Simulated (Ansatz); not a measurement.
TiAl₃:
```
CELL_PARAMETERS angstrom
     -1.92262     1.92262     4.31107
      1.92262    -1.92262     4.31107
      1.92262     1.92262    -4.31107
ATOMIC_POSITIONS crystal
  Ti 0.00000 0.00000 0.00000
  Al 0.50000 0.50000 0.00000
  Al 0.75000 0.25000 0.50000
  Al 0.25000 0.75000 0.50000
```

Relaxed with PBE. Special points in fractions of this cell's reciprocal vectors: Γ (0.000, 0.000, 0.000); X (0.000, 0.000, 0.500); P (0.250, 0.250, 0.250); N (0.000, 0.500, 0.000); M (0.500, 0.500, -0.500); S (0.300, 0.700, -0.300); S0 (-0.300, 0.300, 0.300); R (-0.099, 0.099, 0.500); G (0.500, 0.500, -0.099).

List the band energies nearest the Fermi level at these points for PBE in the plane-wave PAW code Ansatz.

In eV from the Fermi level; about four levels below and three above (degenerate sets whole), none deeper than 8.9 eV; points with the same levels are listed once.

```json
[
 {"k": "Γ", "below": "-2.61 -1.37 -1.21 -1.21", "above": "0.82 1.71 1.71"},
 {"k": "X", "below": "-3.72 -2.69 -2.20 -0.97", "above": "1.74 1.92 2.66"},
 {"k": "P", "below": "-4.21 -1.81 -1.81 -1.17", "above": "0.85 1.74 1.92"},
 {"k": "N", "below": "-3.57 -2.96 -1.04 -0.25", "above": "0.50 1.78 2.06"},
 {"k": "M", "below": "-1.97 -0.92 -0.92 -0.23", "above": "0.70 0.70 0.94"},
 {"k": "S", "below": "-5.53 -1.06 -0.74 -0.61", "above": "0.57 1.58 2.08"},
 {"k": "R", "below": "-3.59 -2.20 -1.36 -0.85", "above": "1.67 1.87 2.17"}
]
```

Space group I4/mmm. The PBE relaxation kept the symmetry of its start; of distortions, only those at the zone centre were tested. No spin polarisation was allowed.

Potentials: the later of the program's two PAW sets.
